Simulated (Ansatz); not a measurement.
Input:

C:
```xyz
6
Lattice="2.5917 0.0000 0.0000 0.0000 2.5917 0.0000 0.0000 0.0000 5.9660" Properties=species:S:1:pos:R:3 pbc="T T T"
C      0.0000     0.0000     4.4745
C      0.0000     0.0000     1.4915
C      1.2959     0.0000     5.3012
C      1.2959     0.0000     0.6648
C      0.0000     1.2959     2.3182
C      0.0000     1.2959     3.6478
```

This is the r²SCAN-relaxed structure.

**Question.** All from r²SCAN in the plane-wave PAW code Ansatz, unless another level is named. Predict the electronic character.

**Answer.** metallic (no gap).

**Question.** Give the density of states at the Fermi level.

**Answer.** 0.09 states/eV per atom (mean over ±0.08 eV).

Space group P4_2/mmc. The start of the workflow was typed in or built on a structure type; neither database checked (COD, Materials Project) lists it. It is not the phase usual at ambient conditions (space group No. 194, 227). The r²SCAN relaxation kept the symmetry of its start; its stability against distortions is not shown here.

Potentials: the earlier of the program's two PAW sets.
